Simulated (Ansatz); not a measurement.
SiMo₃ (A15 (Cr3Si type)), relaxed with PBE (Ansatz, an electronic-structure program, plane waves, PAW): a = 4.905 Å, b = 4.905 Å, c = 4.905 Å, α = 90.00°, β = 90.00°, γ = 90.00°.

ΔH_f (eV/atom): -0.32

**Question.** The same phase is relaxed and computed with r²SCAN in the same code. What are the cell and these values now?

**Answer.** a = 4.8835 Å, b = 4.8835 Å, c = 4.8835 Å, α = 90.00°, β = 90.00°, γ = 90.00°.

- ΔH_f (eV/atom): -0.33

All cells were relaxed under the symmetry of their starts (and spin orders); stability against distortions was not tested throughout. Rows with no word on spin ran without spin polarisation. Spin–orbit coupling is left out wherever it is not named.

Potentials: the earlier of the program's two PAW sets.

Ansatz is a plane-wave DFT program.

Formation energies count from the lowest solids of the elements computed at the same level, not from gases.
